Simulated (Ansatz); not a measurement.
Task: InRh₃N (anti-perovskite, Pm-3m) is relaxed with the program Ansatz at the PBEsol level (PAW). What lattice parameters of the conventional cell result?

Result: a = 4.063 Å.

Task: Is it a metal or does it have a gap at this level?

Result: No gap at this level.

The start of the workflow was typed in or built on a structure type; neither database checked (COD, Materials Project) lists it. Whether it is the stable phase at ambient conditions was not checked. The cell was relaxed with PBEsol under the symmetry of its start; its stability against distortions is not shown here. The workflow began spin-polarised and lost its moments. Spin–orbit coupling is left out wherever it is not named.

Potentials: the earlier of the program's two PAW sets. The files were generated under PBE; for other functionals the program regenerates the frozen cores, and for LDA and PBEsol the local potential too.
